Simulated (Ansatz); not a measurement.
PbO in space group P4/nmm (No. 129; Pb on 2c, O on 2a) at seven volumes, the program Ansatz at the r²SCAN+D4 level (PAW), shape and atoms relaxed at each. One row is withheld.

```
V (Å³/atom)  P (GPa)
-----------  -------
18.489          2.85
19.099          1.64
19.708             ?
20.318          0.00
20.927         -0.47
21.537         -0.83
22.146         -1.06
```

### Question
Fit the shown pressures and predict the withheld one.

### Answer
P = (3/2)B₀(x^(7/2) − x^(5/2))[1 + (3/4)(B′ − 4)(x − 1)] with x = (V₀/V)^(2/3). Least squares on the six rows gives V₀ = 20.335 Å³/atom, B₀ = 19.3 GPa, B′ = 9.74. At V = 19.708, x = 1.0211 and P = 0.70 GPa. The run itself gave 0.68 GPa.

The cell was relaxed with r²SCAN+D4 under the symmetry of its start; of distortions, only those at the zone centre were tested. Scalar-relativistic: spin–orbit coupling is off unless named, which matters more the heavier the elements.

Potentials: the later of the program's two PAW sets.
